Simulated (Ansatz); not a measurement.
# Structure relaxation, TiSi₂

The start is a generated cell, TiSi2 built in the AFLOW prototype A2B_oP12_62_2c_c (C23, as in PbCl2). A full variable-cell relaxation at zero pressure is run with PBE (plane waves to 420 eV, PAW, scalar-relativistic; Ansatz, a first-principles code). The first steps use a coarse 3×5×3 k-mesh.

Input geometry:
```
TiSi2
1.0
    6.26895     0.00000     0.00000
    0.00000     3.73008     0.00000
    0.00000     0.00000     7.44107
Ti Si
4 8
Direct
  0.73770   0.25000   0.59590
  0.23770   0.25000   0.90410
  0.26230   0.75000   0.40410
  0.76230   0.75000   0.09590
  0.62500   0.25000   0.92170
  0.12500   0.25000   0.57830
  0.37500   0.75000   0.07830
  0.87500   0.75000   0.42170
  0.52020   0.25000   0.33700
  0.02020   0.25000   0.16300
  0.47980   0.75000   0.66300
  0.97980   0.75000   0.83700
```

### Question
How does the volume change?

### Answer
+0.7 %, from 14.50 to 14.60 Å³/atom.

### Question
How do the shortest distances between atoms change?

### Answer
The closest pairs of elements (up to four, under 3.6 Å), start → end: Si–Ti 2.36 → 2.60 Å; Si–Si 2.70 → 2.44 Å; Ti–Ti 3.73 → 3.37 Å.

### Question
Is the relaxed structure metallic? Give its gap.

### Answer
No gap (metallic).

The space group stays Pnma (No. 62) (the run could not lower it), with 12 atoms in the primitive cell. Final values are on a 7×11×5 k-mesh of the relaxed cell. No spin polarisation in the result.

The run could not lose the symmetry of its start: the end is stationary, and may be a saddle point rather than a minimum.

The relaxed structure here is a generated cell of TiSi2: the first start was made by placing the elements on the sites of a structure type, and the end was not matched to a known phase here, so it may be hypothetical. Known forms of TiSi2 include space group No. 63, 70.
